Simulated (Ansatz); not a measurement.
Trial structure of Si5Mo, not yet relaxed:

```yaml
crystal:
  lattice:
    - [2.75471, 0.00000, 0.00000]
    - [-1.37736, 2.38565, 0.00000]
    - [0.00000, 0.00000, 13.38993]
  atoms:
    - { symbol: Si, position: [0.66667, 0.33333, 0.83533] }
    - { symbol: Si, position: [0.00000, 0.00000, 0.66764] }
    - { symbol: Si, position: [0.66667, 0.33333, 0.50000] }
    - { symbol: Si, position: [0.00000, 0.00000, 0.33236] }
    - { symbol: Si, position: [0.66667, 0.33333, 0.16467] }
    - { symbol: Mo, position: [0.00000, 0.00000, 0.00000] }
```

These are results of DFT PBE, scalar-relativistic, plane waves, PAW (Ansatz 0.2.0), not measurements. Settings: cutoff 420 eV, Γ-centred mesh 6×6×2 on the computed 6-atom cell, Gaussian smearing of 0.10 eV; no spin polarisation.

The zero of energy is the elements' standard structures at the same level; no fitted shifts are applied.

Problem. Estimate its pressure, forces and energy as it stands.

Solution. The pressure is -0.4 GPa (the mean over three directions, positive in compression), the largest force is 0.57 eV/Å, and the energy is +0.46 eV/atom against the elements. The shortest distance is 2.72 Å.

Problem. Is it a good guess?

Solution. A fair one: relaxing gains about 0.12 eV/atom (the start's value is from the coarse mesh, so the gain is rough) in 18 ionic steps and ends at +0.34 eV/atom on the finer mesh. The symmetry stays P-6m2 (No. 187). The volume per atom grows by 1.2 %, from 14.7 to 14.8 Å³. The shortest distance goes from 2.72 Å (Si–Mo) to 2.57 Å (Si–Mo). The ratio c/a of the conventional cell changes by a factor of 0.86. Conventional cell: a = 2.909 Å, c = 12.161 Å. Si on a site of symmetry 3m is surrounded by 3 Mo at 2.57 Å, 3 Si at 2.62 Å and 6 Si at 2.91 Å; around Si on a second site of symmetry 3m lie 6 Si at 2.62–2.70 Å and 6 Si at 2.91 Å; Mo has 6 Si at 2.57 Å and 6 Mo at 2.91 Å; 1 more site not described.

The last run used a 12×12×4 mesh (in the run's order of axes) for its 6-atom cell and Gaussian smearing of 0.10 eV. The relaxation can't lower the symmetry of the start, and the grade says only how near the guess is to its own end. Symmetry constrained the relaxation, so the result can be a saddle point.
